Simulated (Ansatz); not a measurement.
Bi2Te3:
```yaml
crystal:
  lattice:
    - [2.20079, 1.27063, 10.53413]
    - [-2.20079, 1.27063, 10.53413]
    - [0.00000, -2.54125, 10.53413]
  atoms:
    - { symbol: Bi, position: [0.60200, 0.60200, 0.60200] }
    - { symbol: Bi, position: [0.39800, 0.39800, 0.39800] }
    - { symbol: Te, position: [0.78545, 0.78545, 0.78545] }
    - { symbol: Te, position: [0.21455, 0.21455, 0.21455] }
    - { symbol: Te, position: [0.00000, 0.00000, 0.00000] }
```

Relaxed with r²SCAN+D4.

Question: Map the valence electron density (e/Å³), cut off at 1 on the plane through (0.602, 0.602, 0.602) spanned by u = [1, 0, 0] and v = [-1, 1, 1] in lattice vectors, from DFT-r²SCAN+D4 in the program Ansatz with PAW potentials.

Answer: x is the fraction of u, y of v (the angle between them is 39°; rows are the nearest grid lines); atoms in the plane: Bi at (0.00, 0.00), Bi at (0.59, 0.80), Te at (0.37, 0.18), Te at (0.23, 0.61), Te at (0.80, 0.40).
```
|9999410000000001122322100000000000149999|
|9999972100000001123422100000000000001499|
|9999994100000001135853210000000000000149|
|1247985210000000126999962100000000000001|
|1122232210000000002599999921000000000001|
|1123433211000000000199999996210000000001|
|1134555321000000000039999999410000000001|
|0124999995310000000001259999941100000000|
|0012599999963100000000011234432100000000|
|0000137999999531000000111111111000000000|
|0000013799999942100000112222211000000000|
|0000000125999994210000123566542100000000|
|0000000000124554321000012599999631000000|
|0000000000000111111000001249999999420000|
|0000000000000000000000000125999999831000|
|0000001222221000000000000001259999995210|
|1000001235787531000000000000012479998421|
|1100000124999999421000000000000112344321|
|1100000013699999952100000000000011222221|
|1000000001249999999400000000000112221111|
|1000000000012499999921000000000125897421|
|9410000000000123589942100000000014999999|
|9952000000000011345642100000000012799999|
|9999410000000001122322100000000000149999|
```
Scale: ten equal steps from 0.009 (start of '0') to 1.00 (end of '9'), in the order '0123456789'; x runs from 0.000 to 1.00, y from 0.000 (bottom) to 1.00 (top).

The density is the valence pseudo-density with augmentation charge, so density and ELF within about 1 Å of a nucleus are not all-electron values.

Space group R-3m. The r²SCAN+D4 relaxation kept the symmetry of its start. Spin–orbit coupling is left out wherever it is not named.

Potentials: the earlier of the program's two PAW sets.
